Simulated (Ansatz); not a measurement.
# Notes on MnGa2

```
CELL_PARAMETERS angstrom
3.34320 0.00000 0.00000
-1.67160 2.89529 0.00000
0.00000 -1.93019 5.28175
ATOMIC_POSITIONS crystal
Mn 0.00000 0.00000 0.00000
Ga 0.25000 0.50000 0.75000
Ga 0.75000 0.50000 0.25000
```

Single point in Ansatz 0.2.0 with PBE, no spin polarisation. Cutoff 420 eV, PAW datasets, 9×9×9 Γ-centred k mesh, gaussian filling (width 0.0127 eV).

**Question.** Metal or insulator?

**Answer.** It is a metal, with about 4 states/eV a cell as the mean within 0.25 eV of the Fermi level, mostly Mn d (86 %).

**Question.** Which element gives electrons and which takes them?

**Answer.** Bader charges in e: Mn -0.08, Ga +0.04. In the mean Ga gives up most and Mn takes most.

**Question.** Where is the largest force?

**Answer.** The largest is on Ga2 (and as large on other atoms): 2.28 eV/Å, components (0.00, 0.00, -2.28). It makes 124° with the line to a nearest neighbour, Mn1 at 2.34 Å.

**Question.** Is the cell too large or too small?

**Answer.** The pressure is 4.0 GPa (compression positive), so with the atoms held at these fractions the cell would first expand; the forces are large, so a full relaxation may end otherwise. The principal stresses 2.1, 2.1, 7.8 GPa differ, so its shape would change too.

**Question.** Describe some of the short contacts.

**Answer.** Mn–Ga at 2.34 Å: least valence density 0.44 e/Å³ and ELF 0.32 there. These are pseudo-fields; inside the PAW spheres they differ from the all-electron ones.

**Question.** Is it stable against the elements?

**Answer.** 0.55 eV an atom against the elements' usual phases (free molecules for gases, crystals otherwise, with no correction for O₂ or N₂), so at this geometry it isn't bound against them. Relaxing would lower it.

Origin: a known structure type with other elements, at an estimated volume, so it need not be a known compound. Caveats: no spin polarisation, so a magnetic state may lie lower; atoms or cell far from equilibrium.
